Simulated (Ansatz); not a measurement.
SnS:
```xyz
2
Lattice="3.7701 0.0000 0.0000 -1.8851 3.2650 0.0000 0.0000 0.0000 3.7547" Properties=species:S:1:pos:R:3 pbc="T T T"
Sn     0.0000     0.0000     0.0000
S      1.8851     1.0883     1.8774
```

This is the PBEsol-relaxed structure. x, y and z are the axes in which the lattice vectors are written.

All from PBEsol (plane waves, PAW; program Ansatz), unless another level is named. Estimate the Hill bulk and shear moduli.

52.8 and 16.0 GPa.

And the elastic constants (relaxed ions, GPa)?

C11 = 53.4, C12 = 38.0, C13 = 49.0, C33 = 161, C44 = 21.9.

Space group P-6m2. A made-up cell: these elements were put on the sites of a structure type; neither database checked (COD, Materials Project) lists it. It is not the phase usual at ambient conditions (space group No. 62). The PBEsol relaxation kept the symmetry of its start. At this level the phase is dynamically unstable (imaginary phonons). As this level gives no gap, shear constants depend on the k-mesh and smearing (Fermi–Dirac, 0.1 eV here). Spin–orbit coupling is left out wherever it is not named.

Potentials: the later of the program's two PAW sets.
